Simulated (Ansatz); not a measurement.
Re (bcc (W type), Im-3m) at seven volumes, DFT-r²SCAN in the program Ansatz with PAW potentials, scaled uniformly. One row is withheld.

```csv
V (Å³/atom),P (GPa)
13.504,?
13.949,26.77
14.394,12.29
14.840,0.00
15.285,-10.44
15.730,-19.29
16.175,-26.78
```

### Question
Fit the shown pressures and predict the withheld one.

### Answer
P = (3/2)B₀(x^(7/2) − x^(5/2))[1 + (3/4)(B′ − 4)(x − 1)] with x = (V₀/V)^(2/3). Least squares on the six rows gives V₀ = 14.839 Å³/atom, B₀ = 377 GPa, B′ = 4.47. At V = 13.504, x = 1.0649 and P = 43.90 GPa. The run itself gave 43.80 GPa.

The start of the workflow was typed in or built on a structure type; the Crystallography Open Database copy checked does not list it. It is not the phase usual at ambient conditions (space group No. 194). Symmetry was held in the r²SCAN relaxation; its stability against distortions is not shown here. No spin polarisation was allowed. Scalar-relativistic: spin–orbit coupling is off unless named, which matters more the heavier the elements.

Potentials: the earlier of the program's two PAW sets.
